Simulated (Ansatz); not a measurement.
The relaxed structure here is a generated cell of HfSiO4: the first start was made by placing the elements on the sites of a structure type, and the end was not matched to a known phase here, so it may be hypothetical.

A structure of HfSiO4 relaxed with PBEsol (plane waves to 420 eV, PAW, scalar-relativistic; Ansatz, a quantum-chemistry and plane-wave program); single points at other levels follow on the same geometry (Ansatz, PAW; HSE06 at 420 eV on a 6×6×6 k-mesh; no spin-orbit coupling). Space group F-43m (No. 216).

```
HfSiO4
1.0
    0.00000     4.10312     4.10312
    4.10312     0.00000     4.10312
    4.10312     4.10312     0.00000
Hf O Si
1 4 1
Direct
  0.25000   0.25000   0.25000
  0.11436   0.11436   0.65691
  0.65691   0.11436   0.11436
  0.11436   0.65691   0.11436
  0.11436   0.11436   0.11436
  0.00000   0.00000   0.00000
```

```csv
level,gap (eV),kind,conduction minimum
PBEsol,4.90,direct,Γ
HSE06,6.31,–,Γ
```

HSE06 gaps come from a coarse mesh plus a few chosen points, so they may be too large. No spin polarisation in the result.

The run could not lose the symmetry of its start: the end is stationary, and may be a saddle point rather than a minimum.
